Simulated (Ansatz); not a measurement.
Cr$_{2}$C in space group P-3m1 (No. 164; Cr on 2d, C on 1b) under volume change, the program Ansatz at the LDA level (PAW), shape and atoms relaxed at each volume.

```json
[
 {"V (Å³/atom)": "8.455", "E − E(relaxed) (meV/atom)": "?", "P (GPa)": "?"},
 {"V (Å³/atom)": "8.733", "E − E(relaxed) (meV/atom)": "34.0", "P (GPa)": "20.71"},
 {"V (Å³/atom)": "9.012", "E − E(relaxed) (meV/atom)": "8.0", "P (GPa)": "9.48"},
 {"V (Å³/atom)": "9.291", "E − E(relaxed) (meV/atom)": "0.0", "P (GPa)": "-0.01"},
 {"V (Å³/atom)": "9.569", "E − E(relaxed) (meV/atom)": "?", "P (GPa)": "?"},
 {"V (Å³/atom)": "9.848", "E − E(relaxed) (meV/atom)": "26.9", "P (GPa)": "-14.57"},
 {"V (Å³/atom)": "10.127", "E − E(relaxed) (meV/atom)": "57.2", "P (GPa)": "-20.03"}
]
```

Q: Fill in the missing entries.

A: 
- 8.455, E − E(relaxed) (meV/atom): 81.2
- 8.455, P (GPa): 33.97
- 9.569, E − E(relaxed) (meV/atom): 7.1
- 9.569, P (GPa): -7.95

Q: What does a third-order Birch–Murnaghan fit give for V₀, B₀ and B′?

A: V₀ = 9.29 Å³/atom, B₀ = 287 GPa, B′ = 4.8.

The workflow started from a Materials Project entry (that database holds measured and hypothetical structures alike); the Crystallography Open Database copy checked does not list it. Whether it is the stable phase at ambient conditions was not checked. The cell was relaxed with LDA under the symmetry of its start; of distortions, only those at the zone centre were tested. The run is not spin-polarised.

Potentials: the later of the program's two PAW sets.
